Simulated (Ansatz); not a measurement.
NaF (rock salt)

```xyz
4
Lattice="0.0000 4.5945 4.5945 2.2973 2.2973 4.5945 2.2973 2.2973 0.0000" Properties=species:S:1:pos:R:3 pbc="T T T"
F      0.0000     0.0000     0.0000
F      2.2973     4.5945     6.8918
Na     2.2973     6.8918     6.8918
Na     2.2973     4.5945     4.5945
```

A phonon eigenvector at X = (0.5, 0.5, 0.0) is frozen into this cell: atom i moves by Q times the vector below, so Q is the largest atomic displacement, in Å. The cell is held. It is one choice among 2 degenerate patterns. (q is in reciprocal vectors of the primitive cell; the cell shown is doubled to hold the pattern.)

```csv
atom,x,y,z
F1,0.000,-0.910,0.000
F2,0.000,0.910,0.000
Na3,0.000,1.000,0.000
Na4,0.000,-1.000,0.000
```

Method: r2SCAN (plane waves to 500 eV, PAW, scalar-relativistic; Ansatz, a quantum-chemistry and plane-wave program). k mesh 12×12×12 (Γ-centred), Fermi-Dirac smearing 0.05 eV. E stands for the smeared free energy. NaF was relaxed with its symmetry unable to fall. The zero of ΔE is the undisplaced structure.

```tsv
Q (Å)	ΔE (meV/cell)
-0.2800	241.6
-0.2333	166.6
-0.1867	106.0
-0.1400	withheld
-0.0933	26.2
-0.0467	6.5
0.0000	0.0
0.0467	6.5
0.0933	26.2
0.1400	withheld
0.1867	106.0
0.2333	166.6
0.2800	241.6
```

Question: Fit an even polynomial form (powers 2, 4) to the given rows and predict ΔE at Q = -0.1400.

Answer: Least squares on the 11 given rows: ΔE = (3009)·Q² + (927.2)·Q⁴, in meV/cell with Q in Å; root-mean-square residual 0.05 meV/cell. At -0.1400 the fit gives 59.3 meV/cell; the calculation gives 59.3 meV/cell, the same to the digits shown. The quadratic term alone would give 59.0 meV/cell.

(A displaced cell: forces are minus the slopes of the energy, force constants its curvatures, and phonons follow from these.)
